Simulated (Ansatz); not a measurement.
Consider a crystal of KLi4 in space group P6/mmm (No. 191), with K on 1b; Li on 4h.

Method: DFT PBE, scalar-relativistic, plane waves, PAW in Ansatz 0.2.0. Cutoff 420 eV, Γ-centred mesh, Gaussian smearing, no spin polarisation.

Formation energies are uncorrected and refer to the elements' standard structures at the same level.

Question: Give the relaxed lattice parameters and positions.

Answer:

Space group P6/mmm (No. 191). a = 5.743 Å, b = 5.743 Å, c = 5.811 Å, α = 90.00°, β = 90.00°, γ = 120.00°
```json
{"atom": "K", "site": "1b", "symmetry": "6/mmm", "x": "0.0000", "y": "0.0000", "z": "0.5000"}
{"atom": "Li", "site": "4h", "symmetry": "3m.", "x": "0.3333", "y": "0.6667", "z": "0.7573"}
```

Around K lie 12 Li at 3.64 Å; Li has 1 Li at 2.82 Å, 1 Li at 2.99 Å, 3 Li at 3.32 Å and 3 K at 3.64 Å. Another local minimum with the same sites may exist.

Question: And its energy and gap?

Answer: The formation energy is +0.23 eV/atom and the gap on the 12×12×8 mesh of the 5-atom cell is 0 eV (a metal). A positive value: parting into the elements would lower its energy.

The last run used Gaussian smearing of 0.10 eV. Symmetry constrained the relaxation, so the result can be a saddle point.
